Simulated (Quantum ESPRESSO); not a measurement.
## Band energies of InBi

```
InBi
1.0
    0.00000     3.36266     3.36266
    3.36266     0.00000     3.36266
    3.36266     3.36266     0.00000
In Bi
1 1
Cartesian
  0.00000   0.00000   0.00000
  5.04399   5.04399   5.04399
```

PBEsol (Quantum ESPRESSO, PseudoDojo norm-conserving, 70 Ry, without SOC); path ΓXWKΓLUWLK,UX; energies in eV from the Fermi level.

| k (1/Å) | point | band 10 | band 11 | band 12 | band 13 | band 14 | band 15 | band 16 | band 17 |
|---|---|---|---|---|---|---|---|---|---|
| 0.00 | Γ | -14.44 | -11.52 | -1.75 | 0.16 | 0.16 | 0.16 | 2.98 | 2.98 |
| 0.35 |  | -14.44 | -11.20 | -3.41 | -0.80 | -0.80 | 1.64 | 2.00 | 4.42 |
| 0.70 |  | -14.44 | -10.50 | -5.20 | -1.78 | -1.78 | 1.19 | 1.71 | 6.75 |
| 0.93 | X | -14.44 | -10.25 | -5.65 | -1.98 | -1.98 | 1.19 | 1.34 | 7.71 |
| 1.05 |  | -14.44 | -10.25 | -5.64 | -2.08 | -2.06 | 1.40 | 1.56 | 7.14 |
| 1.40 | W | -14.45 | -10.24 | -5.56 | -2.55 | -2.40 | 3.34 | 3.53 | 4.04 |
| 1.73 | K | -14.44 | -10.27 | -5.55 | -2.78 | -1.66 | 1.47 | 3.52 | 5.70 |
| 1.83 |  | -14.45 | -10.33 | -5.46 | -2.86 | -1.45 | 1.57 | 4.42 | 5.18 |
| 2.13 |  | -14.44 | -10.75 | -4.75 | -2.20 | -0.67 | 1.53 | 4.02 | 4.16 |
| 2.43 |  | -14.44 | -11.29 | -3.16 | -0.76 | -0.04 | 0.86 | 3.06 | 3.27 |
| 2.72 | Γ | -14.44 | -11.52 | -1.75 | 0.16 | 0.16 | 0.16 | 2.98 | 2.98 |
| 3.03 |  | -14.44 | -11.28 | -3.26 | -0.23 | -0.23 | 0.39 | 3.49 | 3.49 |
| 3.43 |  | -14.44 | -10.64 | -5.31 | -0.78 | -0.78 | -0.04 | 3.85 | 3.85 |
| 3.53 | L | -14.44 | -10.60 | -5.43 | -0.80 | -0.80 | -0.06 | 3.85 | 3.85 |
| 3.76 |  | -14.44 | -10.51 | -5.41 | -2.02 | -1.06 | 1.20 | 3.56 | 4.43 |
| 4.10 | U | -14.44 | -10.27 | -5.55 | -2.78 | -1.66 | 1.47 | 3.52 | 5.70 |
| 4.43 | W | -14.45 | -10.24 | -5.56 | -2.55 | -2.40 | 3.34 | 3.53 | 4.04 |
| 4.72 |  | -14.45 | -10.39 | -5.43 | -2.57 | -1.55 | 2.10 | 3.41 | 5.03 |
| 5.00 |  | -14.44 | -10.58 | -5.42 | -1.21 | -0.86 | 0.37 | 3.74 | 3.95 |
| 5.09 | L | -14.44 | -10.60 | -5.43 | -0.80 | -0.80 | -0.06 | 3.85 | 3.85 |
| 5.26 |  | -14.44 | -10.55 | -5.41 | -1.64 | -0.94 | 0.83 | 3.61 | 4.15 |
| 5.50 |  | -14.45 | -10.36 | -5.45 | -2.70 | -1.41 | 1.57 | 4.08 | 5.13 |
| 5.67 | K | -14.44 | -10.27 | -5.55 | -2.78 | -1.66 | 1.47 | 3.52 | 5.70 |
| 5.67 | U | -14.44 | -10.27 | -5.55 | -2.78 | -1.66 | 1.47 | 3.52 | 5.70 |
| 6.00 | X | -14.44 | -10.25 | -5.65 | -1.98 | -1.98 | 1.19 | 1.34 | 7.71 |

A metal at this level: along this path bands 13, 14, 15 cross the Fermi level.

Spin-orbit coupling is left out; for elements this heavy it splits bands near the Fermi level.

Geometry relaxed with PBEsol.

The structure is a Materials Project entry; no match was found in the copy of COD used, and its stability was not checked.
